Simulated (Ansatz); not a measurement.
Values for one crystal, relaxed and computed with the program Ansatz at the PBE level (PAW); other levels are named.

Volume per atom: 28.50 Å³
Electronic character: metallic (no gap)
Gap with spin–orbit coupling: none (metallic)
Density of states at the Fermi level: 0.51 states/eV per atom (mean over ±0.08 eV)
Pressure derivative B′: 3.2
Bulk modulus (Birch–Murnaghan fit): 45.3 GPa

Task: Pick the material that matches.
(A) Sb, I4_132 (Sb on 8a)
(B) As, diamond
(C) Ge, diamond
(D) Te, diamond

Result: B, As, diamond

Space group Fd-3m (diamond). The start of the workflow was typed in or built on a structure type; neither database checked (COD, Materials Project) lists it. It is not the phase usual at ambient conditions (space group No. 166). Symmetry was held in the PBE relaxation; its stability against distortions is not shown here. Spin–orbit coupling is left out wherever it is not named.

Potentials: the earlier of the program's two PAW sets.
